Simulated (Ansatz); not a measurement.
CsCaF3:
```xyz
5
Lattice="4.5173 0.0000 0.0000 0.0000 4.5173 0.0000 0.0000 0.0000 4.5173" Properties=species:S:1:pos:R:3 pbc="T T T"
Cs     0.0000     0.0000     0.0000
Ca     2.2586     2.2586     2.2586
F      0.0000     2.2586     2.2586
F      2.2586     0.0000     2.2586
F      2.2586     2.2586     0.0000
```

Relaxed with r²SCAN.

Task: Map the valence electron density (e/Å³), cut off at 1 on the plane through (0.000, 0.000, 0.000) spanned by u = [1, 0, 0] and v = [0, 1, 1] in lattice vectors, from r²SCAN in the plane-wave PAW code Ansatz.

Result: x is the fraction of u, y of v (the angle between them is 90°; rows are the nearest grid lines); atoms in the plane: Cs at (0.00, 0.00), Ca at (0.50, 0.50), F at (0.00, 0.50).
```
y \ x   0.000  0.0870  0.174  0.261  0.348  0.435  0.565  0.652  0.739  0.826  0.913   1.00
------  -----  ------  -----  -----  -----  -----  -----  -----  -----  -----  -----  -----
1.00    0.000   0.606   1.00  0.416  0.087  0.020  0.020  0.087  0.416   1.00  0.606  0.000
0.938   0.625    1.00  0.970  0.325  0.072  0.021  0.021  0.072  0.325  0.970   1.00  0.625
0.844   0.742   0.596  0.294  0.100  0.037  0.026  0.026  0.037  0.100  0.294  0.596  0.742
0.781   0.181   0.146  0.080  0.039  0.029  0.035  0.035  0.029  0.039  0.080  0.146  0.181
0.688   0.108   0.084  0.046  0.031  0.048  0.097  0.097  0.048  0.031  0.046  0.084  0.108
0.625   0.682   0.428  0.152  0.078  0.241  0.813  0.813  0.241  0.078  0.152  0.428  0.682
0.531    1.00    1.00  0.702  0.281   1.00   1.00   1.00   1.00  0.281  0.702   1.00   1.00
0.469    1.00    1.00  0.702  0.281   1.00   1.00   1.00   1.00  0.281  0.702   1.00   1.00
0.375   0.682   0.428  0.152  0.078  0.241  0.813  0.813  0.241  0.078  0.152  0.428  0.682
0.312   0.108   0.084  0.046  0.031  0.048  0.097  0.097  0.048  0.031  0.046  0.084  0.108
0.219   0.181   0.146  0.080  0.039  0.029  0.035  0.035  0.029  0.039  0.080  0.146  0.181
0.156   0.742   0.596  0.294  0.100  0.037  0.026  0.026  0.037  0.100  0.294  0.596  0.742
0.0625  0.625    1.00  0.970  0.325  0.072  0.021  0.021  0.072  0.325  0.970   1.00  0.625
0.000   0.000   0.606   1.00  0.416  0.087  0.020  0.020  0.087  0.416   1.00  0.606  0.000
```

The density is the valence pseudo-density with augmentation charge, so density and ELF within about 1 Å of a nucleus are not all-electron values.

Space group Pm-3m (cubic perovskite). The workflow started from a Materials Project entry (that database holds measured and hypothetical structures alike); the Crystallography Open Database copy checked does not list it. Its standing as an ambient phase is unchecked. The r²SCAN relaxation kept the symmetry of its start; whether a distortion lowers the energy is not shown. Scalar-relativistic: spin–orbit coupling is off unless named, which matters more the heavier the elements.

Potentials: the later of the program's two PAW sets.
